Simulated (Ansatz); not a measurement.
# Sn₃PbS₄: rattling a relaxed structure

It was reached by relaxing an invented guess, and it needn't be the stable form of this composition.

These are results of Ansatz, DFT PBE, scalar-relativistic, plane waves, PAW, not measurements. Plane waves to 420 eV, a k mesh through Γ of 4×4×8 on the computed 8-atom cell and Gaussian smearing (0.02 eV); no spin polarisation.

The cell below (8 atoms, space group Cm (No. 8)) is relaxed within its symmetry.

```
CELL_PARAMETERS angstrom
6.22529 -4.14164 0.00000
6.22529 4.14164 0.00000
-1.23206 0.00000 4.01630
ATOMIC_POSITIONS crystal
Sn 0.98971 0.49687 0.06089
Sn 0.00410 0.00410 0.39086
Sn 0.49687 0.98971 0.06089
Pb 0.49544 0.49544 0.39323
S 0.27164 0.78161 0.93138
S 0.22415 0.22415 0.61412
S 0.72538 0.72538 0.61483
S 0.78161 0.27164 0.93138
```

For the test it was strained at random (σ = 1.5 % a component), the atoms were moved at random (σ = 0.05 Å), and all was relaxed again on a coarse 4×2×2 mesh (in the run’s order of axes) with 0.10 eV smearing, with no symmetry imposed.

No dispersion correction is applied, so the spacing and binding between layers, chains or molecules are poorly described. These runs have no spin–orbit coupling, which can matter for Pb.

Task: Does it come back?

Result: It returns, within 1 meV/atom of the unmoved cell on that mesh and with the same symmetry when read at 0.1 Å (P1 at 0.01 Å, so small strains and shifts remain). No instability shows in this cell; modes of other wave vectors, which need another repeat, aren't tested.
